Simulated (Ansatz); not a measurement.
Level of theory: DFT PBE, scalar-relativistic, plane waves, PAW in Ansatz 0.2.0. All cells share a 420 eV cutoff and Γ-centred k meshes spaced at most about 0.3 Å⁻¹ (about 0.25 or finer for metals, 2π included). Collinear spin in cells that started with moments and kept them past the coarse steps, no spin elsewhere.

Temperature and zero-point effects are left out.

Two relaxed structures of Tl3Sb2Mo:

A. (no spin)

```yaml
crystal:
  lattice:
    - [3.00074, 1.73248, 5.99336]
    - [-3.00074, 1.73248, 5.99336]
    - [0.00000, -3.46496, 5.99336]
  atoms:
    - { symbol: Tl, position: [0.50000, 0.50000, 0.00000] }
    - { symbol: Tl, position: [0.00000, 0.50000, 0.50000] }
    - { symbol: Tl, position: [0.50000, 0.00000, 0.50000] }
    - { symbol: Sb, position: [0.85204, 0.85204, 0.85204] }
    - { symbol: Sb, position: [0.14796, 0.14796, 0.14796] }
    - { symbol: Mo, position: [0.00000, 0.00000, 0.00000] }
```

B. (site moments Sb -0.1 (×2); Mo 3.1 μB)

```yaml
crystal:
  lattice:
    - [5.88296, 0.00000, 0.00000]
    - [-2.94148, 5.09479, 0.00000]
    - [0.00000, 0.00000, 6.12951]
  atoms:
    - { symbol: Tl, position: [0.50000, 0.00000, 0.50000] }
    - { symbol: Tl, position: [0.50000, 0.50000, 0.50000] }
    - { symbol: Tl, position: [0.00000, 0.50000, 0.50000] }
    - { symbol: Sb, position: [0.33333, 0.66667, 0.00000] }
    - { symbol: Sb, position: [0.66667, 0.33333, 0.00000] }
    - { symbol: Mo, position: [0.00000, 0.00000, 0.00000] }
```

**Question.** Which is lower in energy, and by how much?

**Answer.** A is lower, by 0.32 eV/atom. A has space group R-3m (No. 166), 31.2 Å³/atom and no gap on its mesh; B has space group P6/mmm (No. 191), 30.6 Å³/atom and no gap. Counting Sb atoms around Mo and Tl (those within 1.25 times the shortest such distance or 1.15 times the sum of covalent radii; the shortest distance is added where it is long for a bond), A has Tl 6 from 3.8 Å, Mo 2 and B has Tl 4 from 3.5 Å, Mo 6. Their magnetic states differ too. Even the lower one lies +0.52 eV/atom against the reference forms of the elements (uncorrected), so neither is stable at this level. Both come from invented guesses. A third cell relaxed alike, in P4/mmm, lies 31 meV/atom below the lower of the two.

These runs have no spin–orbit coupling, which can matter for Sb and Tl. Another magnetic order may lie lower. Cells relaxed within their symmetry can be saddle points.
